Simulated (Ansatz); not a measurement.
An Ansatz (an electronic-structure program) run. Input:

Ansatz 0.2 input:
```yaml
crystal:
  lattice:
    - [2.536751081, 1.4645939195, 4.552863524]
    - [-2.536751081, 1.4645939195, 4.552863524]
    - [0.0, -2.929187839, 4.552863524]
  atoms:
    - { symbol: Li, position: [0.7163330354, 0.7163330354, 0.7163330354] }
    - { symbol: Li, position: [0.2163330354, 0.2163330354, 0.2163330354] }
    - { symbol: Ta, position: [0.0006101648, 0.0006101648, 0.0006101648] }
    - { symbol: Ta, position: [0.5006101648, 0.5006101648, 0.5006101648] }
    - { symbol: O, position: [0.6294522552, 0.8868070461, 0.2756974984] }
    - { symbol: O, position: [0.8868070461, 0.2756974984, 0.6294522552] }
    - { symbol: O, position: [0.2756974984, 0.6294522552, 0.8868070461] }
    - { symbol: O, position: [0.1294522552, 0.7756974984, 0.3868070461] }
    - { symbol: O, position: [0.3868070461, 0.1294522552, 0.7756974984] }
    - { symbol: O, position: [0.7756974984, 0.3868070461, 0.1294522552] }
kpoints:
  mp_grid: { grid: [7, 7, 7] }
hamiltonian:
  xc: lda
  pseudopotentials: { kind: paw }
scf:
  occupations: { method: fixed }
phonons:
  method: dfpt
  response_accuracy: low
  eigenvectors: true
  rigid_motions: translations
  dielectric: true
  raman: true
```

Output (shortened):

```
Pseudopotential: Li, paw, valence charge 3
Pseudopotential: Ta, paw, valence charge 13
Pseudopotential: O, paw, valence charge 6
Functional definition: SPW92
Crystal: 10 atoms, lattice volume = 101.492 Å³
Basis set: ecut = 420 eV, 1965 PW (Γ), exchange–correlation on 80×80×80 points (8 copies of the dense FFT grid, shifted against one another)
Bands: 44, of which v1, the nominal top of the filled ones, is band 34 counted from 1 (33 counted from 0)
Symmetry: 6 space group operations
k-points: 172 of 343 (irreducible under 1 space group operation, time reversal used)
SCF 1 converged in 9 iterations: F = -23112.843596 eV  dr2 = 8.50e-12
── the response to a field inside a basis, on 8×8×8 k-points: an SCF that follows is theirs, and a resumed run solves both again ──
Crystal: 10 atoms, lattice volume = 101.492 Å³
Bands: 35, of which v1, the nominal top of the filled ones, is band 34 counted from 1 (33 counted from 0)
k-points: 60 of 512 (time reversal used)
SCF 1 converged in 7 iterations: F = -23112.791683 eV  dr2 = 4.56e-12
SCF converged after 9 iterations
Free energy (F): -23112.843596 eV
Harris-Foulkes:  -23112.843596 eV  (|F-HF|=1.46e-11)
Internal energy: -23112.843596 eV  (E = F + TS)
E sigma→0 (E₀):  -23112.843596 eV
Fermi energy:    7.838986 eV
--- Per-component energies (eV) ---
  E_band       = -571.896197
  E_kinetic    = 1823.344348
  E_local      = -3881.915753  (includes V_loc(G=0)·N_el)
  E_nonlocal   = 274.792882
  E_hartree    = 1344.998067
  E_xc         = -890.383893
  E_vxc        = -995.788505  (∫ρ·V_xc dr)
  E_paw        = -17219.833717  (= ΣΔE_a)
  E_vpaw       = -482.340939  (= ΣTr[D̂ρ^β])
  E_aug_tail   = 0.015587  (compensation charges beyond the density's cutoff)
  E_ewald      = -4564.960451
  E_core_change = 1.099334  (= ΣΔE_core)
  E_smearing   =  0.000000  (= −TS)
  E_closure    =  0.000000  (closes the sum)
  Σ components = -23112.843596   (vs F -23112.843596, Δ=0.00e0)
--- Band table (eV; the first three rows and the last of 172) ---
  k-point 0: bands = ["-58.8596", "-58.8541", "-33.4479", "-33.4435", "-25.5962", "-25.5962", "-25.5676", "-25.4662", "-25.4662", "-25.4117", "-9.4262", "-8.4656", "-8.4656", "-7.3471", "-7.1653", "-7.1653", "2.9385", "2.9910", "2.9910", "3.3350", "3.3350", …
  k-point 1: bands = ["-58.8594", "-58.8544", "-33.4477", "-33.4438", "-25.5908", "-25.5900", "-25.5597", "-25.4734", "-25.4729", "-25.4195", "-9.3301", "-8.4160", "-8.4119", "-7.4198", "-7.2755", "-7.2443", "2.9544", "3.0881", "3.1874", "3.3969", "3.4876", …
  k-point 2: bands = ["-58.8586", "-58.8551", "-33.4472", "-33.4444", "-25.5748", "-25.5726", "-25.5379", "-25.4931", "-25.4916", "-25.4411", "-9.0558", "-8.2780", "-8.2603", "-7.6760", "-7.5143", "-7.4525", "3.1507", "3.3153", "3.5216", "3.6672", "3.9319", …
  k-point 171: bands = ["-58.8570", "-58.8567", "-33.4460", "-33.4458", "-25.5736", "-25.5506", "-25.5331", "-25.5148", "-25.4813", "-25.4614", "-8.5704", "-8.4293", "-8.0439", "-7.8517", "-7.7899", "-7.6436", "3.2708", "3.4617", "3.7577", "4.2177", "4.2560", …
--- Phonons (Γ-DFPT): 7 representative perturbations + reference, on 172 of 343 k-points (Σ response iterations 25) ---
  ASR residual: 9.324e-5 → 0.000e0 eV/Å²; symmetrization residual: 2.199e-5 eV/Å²
  ASR residual per site (eV/Å²): 8.75e-5 8.75e-5 2.50e-5 2.50e-5 9.32e-5 9.32e-5 9.32e-5 9.32e-5 9.32e-5 9.32e-5
  Γ frequencies (cm⁻¹): 0.00 0.00 0.00 142.54 142.54 177.77 191.30 191.30 209.39 251.74 251.74 270.17 288.39 323.44 323.44 381.41 384.63 384.63 397.38 397.38 397.99 449.33 459.17 459.17 592.63 592.63 592.64 680.86 680.86 919.26
  ε∞ (high-frequency dielectric tensor):
        5.100537     0.000000     0.000000
        0.000000     5.100537     0.000000
        0.000000     0.000000     5.252475
  ε⁰ (static dielectric tensor: ions relaxed, cell fixed):
       39.688192     0.000000     0.000000
        0.000000    39.688192     0.000000
        0.000000     0.000000    36.492203
  ε⁰ − ε∞ (ionic part):
       34.587654     0.000000     0.000000
        0.000000    34.587654     0.000000
        0.000000     0.000000    31.239729
  softest optical mode at Γ: 142.54 cm⁻¹; the repairs (sum rule, projections) moved no ω² at Γ by more than (5.57 cm⁻¹)²
  Born effective charges Z* (e; rows j = field, columns β = displacement):
    site 0:
         1.14718    0.16969    0.00000
        -0.16969    1.14718    0.00000
         0.00000    0.00000    1.02329
    site 1:
         1.14718   -0.16969    0.00000
         0.16969    1.14718    0.00000
         0.00000    0.00000    1.02329
    site 2:
         7.26860   -1.54894    0.00000
         1.54894    7.26860    0.00000
         0.00000    0.00000    7.40048
    site 3:
         7.26860    1.54894    0.00000
        -1.54894    7.26860    0.00000
         0.00000    0.00000    7.40048
    site 4:
        -1.67577   -0.15681   -0.10148
        -0.18448   -3.93475   -1.84079
        -0.16099   -1.85251   -2.80792
    site 5:
        -3.22222    1.07733   -1.54343
         1.04966   -2.38829    1.00828
        -1.52382    1.06568   -2.80792
    site 6:
        -3.51779   -0.87901    1.64491
        -0.90668   -2.09273    0.83251
         1.68482    0.78683   -2.80792
    site 7:
        -3.51779    0.87901   -1.64491
         0.90668   -2.09273    0.83251
        -1.68482    0.78683   -2.80792
    site 8:
        -1.67577    0.15681    0.10148
         0.18448   -3.93475   -1.84079
         0.16099   -1.85251   -2.80792
    site 9:
        -3.22222   -1.07733    1.54343
        -1.04966   -2.38829    1.00828
         1.52382    1.06568   -2.80792
  Z* charge neutrality: 1.737e-5 e pre-enforcement
  k-mesh period / interband length: 37.9 Å / 1.56 Å = 24.25 at k = (0.0000, 0.0000, 0.0000), direct gap 3.856 eV — 14 or more, which is no proof of convergence
  Raman tensors (in the event stream and the table raman_tensors.tsv) …
  optical modes at Γ without the LO–TO term, one row a degenerate level:
      ω (cm⁻¹)  modes    IR ((D/Å)²/amu)  static Raman (Å⁴/amu)  depolarisation
        142.54      2            42.0557                45.4833           0.750
        177.77      1             0.0000                 0.0000               —
        191.30      2             0.5479                32.7641           0.750
        209.39      1            56.7979               270.4966           0.111
        251.74      2            24.9971                 6.5001           0.750
        270.17      1             0.6989                25.0078           0.030
        288.39      1             0.0000                 0.0000               —
        323.44      2            25.9921                76.2385           0.750
        381.41      1             1.5436                27.7001           0.052
        384.63      2            38.6400                18.0666           0.750
        397.38      2             2.8545                81.9322           0.750
        397.99      1             0.0000                 0.0000               —
        449.33      1             0.0000                 0.0000               —
        459.17      2             1.4704                72.9981           0.750
        592.63      2            97.2725               174.3581           0.750
        592.64      1            60.0204               825.4853           0.032
        680.86      2             0.3848                43.3772           0.750
        919.26      1             0.0000                 0.0000               —
  optical modes at Γ + LO–TO along q̂ = [1.0000, 0.0000, 0.0000]:
      ω (cm⁻¹)  modes    IR ((D/Å)²/amu)  static Raman (Å⁴/amu)  depolarisation
        142.54      1            21.0278                22.7417           0.750
        177.77      1             0.0000                 0.0000               —
        187.63      1             0.2289                17.6577           0.750
        191.30      1             0.2739                16.3821           0.750
        196.37      1             0.3691                 4.2204           0.750
        209.39      1            56.7979               270.4966           0.111
        251.74      1            12.4986                 3.2501           0.750
        270.17      1             0.6989                25.0078           0.030
        279.62      1             0.6781                 5.2082           0.750
        288.39      1             0.0000                 0.0000               —
        323.44      1            12.9960                38.1192           0.750
        347.92      1             0.7116                10.7231           0.750
        381.41      1             1.5436                27.7001           0.052
        384.63      1            19.3200                 9.0333           0.750
        396.53      1             0.0176                46.7827           0.750
        397.38      1             1.4273                40.9661           0.750
        397.99      1             0.0000                 0.0000               —
        449.33      1             0.0000                 0.0000               —
        452.77      1             1.7862                36.4081           0.750
        459.17      1             0.7352                36.4991           0.750
        473.04      1             4.5304                 1.1886           0.750
        592.63      1            48.6362                87.1790           0.750
        592.64      1            60.0204               825.4853           0.032
        680.48      1             0.0794                24.7036           0.750
        680.86      1             0.1924                21.6886           0.750
        846.65      1           108.7062                69.4484           0.750
        919.26      1             0.0000                 0.0000               —
  optical modes at Γ + LO–TO along q̂ = [0.0000, 1.0000, 0.0000]:
      ω (cm⁻¹)  modes    IR ((D/Å)²/amu)  static Raman (Å⁴/amu)  depolarisation
        142.54      1            21.0278                22.7417           0.750
        177.77      1             0.0000                 0.0000               —
        187.63      1             0.2289                17.6577           0.750
        191.30      1             0.2739                16.3821           0.750
        196.37      1             0.3691                 4.2204           0.750
        209.39      1            56.7979               270.4966           0.111
        251.74      1            12.4986                 3.2501           0.750
        270.17      1             0.6989                25.0078           0.030
        279.62      1             0.6781                 5.2082           0.750
        288.39      1             0.0000                 0.0000               —
        323.44      1            12.9960                38.1192           0.750
        347.92      1             0.7116                10.7231           0.750
        381.41      1             1.5436                27.7001           0.052
        384.63      1            19.3200                 9.0333           0.750
        396.53      1             0.0176                46.7827           0.750
        397.38      1             1.4273                40.9661           0.750
        397.99      1             0.0000                 0.0000               —
        449.33      1             0.0000                 0.0000               —
        452.77      1             1.7862                36.4081           0.750
        459.17      1             0.7352                36.4991           0.750
        473.04      1             4.5304                 1.1886           0.750
        592.63      1            48.6362                87.1790           0.750
        592.64      1            60.0204               825.4853           0.032
        680.48      1             0.0794                24.7036           0.750
        680.86      1             0.1924                21.6886           0.750
        846.65      1           108.7062                69.4484           0.750
        919.26      1             0.0000                 0.0000               —
  optical modes at Γ + LO–TO along q̂ = [0.0000, 0.0000, 1.0000]:
      ω (cm⁻¹)  modes    IR ((D/Å)²/amu)  static Raman (Å⁴/amu)  depolarisation
        142.54      2            42.0557                45.4833           0.750
        177.77      1             0.0000                 0.0000               —
        191.30      2             0.5479                32.7641           0.750
        251.74      2            24.9971                 6.5001           0.750
        269.30      1             0.0191                44.8584           0.048
        288.39      1             0.0000                 0.0000               —
        323.44      2            25.9921                76.2385           0.750
        364.69      1             3.3736                 7.3166           0.001
        384.63      2            38.6400                18.0666           0.750
        397.38      2             2.8545                81.9322           0.750
        397.99      1             0.0000                 0.0000               —
        404.16      1             5.8951                79.5367           0.003
        449.33      1             0.0000                 0.0000               —
        459.17      2             1.4704                72.9981           0.750
        592.63      2            97.2725               174.3581           0.750
        680.86      2             0.3848                43.3772           0.750
        849.13      1           109.7729               326.9282           0.003
        919.26      1             0.0000                 0.0000               —
```

Cost: roughly 40 core-minutes on shared cores.

Space group R3c. The LDA relaxation kept the symmetry of its start. The run is not spin-polarised. Scalar-relativistic: spin–orbit coupling is off unless named, which matters more the heavier the elements.

Potentials: the later of the program's two PAW sets.

Ansatz is a plane-wave DFT program.
